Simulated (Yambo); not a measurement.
## Convergence of the G0W0 gap of SrO2

G0W0@PBEsol for SrO₂ (space group Pnma, No. 62) in Yambo. Reference settings: 1×2×2 Γ-centred k mesh, 296 bands and a 7 Ry block in the screening, 296 bands in G with the Bruneval-Gonze terminator, plasmon pole fitted at 27.2 eV. The PBEsol gap (0, -0.5, 0) → (0, 0, -0.5) on this mesh is 2.72 eV; G0W0 gaps are taken between the same points.

```csv
change from the reference,"G0W0 gap (0, -0.5, 0) → (0, 0, -0.5) (eV)",shift of the valence edge (eV),rough Yambo cost
reference settings,5.38,-1.16,1
"119 bands in W, 119 bands in G",5.47,-1.01,about 1/3
"195 bands in W, 195 bands in G",5.41,-1.10,within a factor of two
195 bands in G,5.38,-1.15,–
119 bands in G,5.38,-1.13,–
144 bands in W,5.44,-1.07,within a factor of two
3 Ry block,5.48,-1.22,within a factor of two
1 Ry block,6.71,-2.04,within a factor of two
6 Ry block,5.36,-1.15,within a factor of two
pole fitted at 40 eV,5.41,-1.20,–
no random integration,5.27,-0.91,–
"195 bands in G, no terminator",5.34,-0.76,–
"119 bands in G, no terminator",5.28,-0.49,–
no terminator,5.36,-0.93,–
```

The reference isn't shown to be the converged limit. Costs are rough (shared machines), scaled to the same edge states, and given only for runs that recompute the screening.

Geometry of the Materials Project entry, not relaxed at this level; primitive cell a = 8.5112 Å, b = 4.9470 Å, c = 4.7242 Å, α = β = γ = 90.00°.

The structure is a Materials Project entry; no match was found in the copy of COD used, and its stability was not checked.

A shift is the quasiparticle energy of the state minus its PBEsol energy.
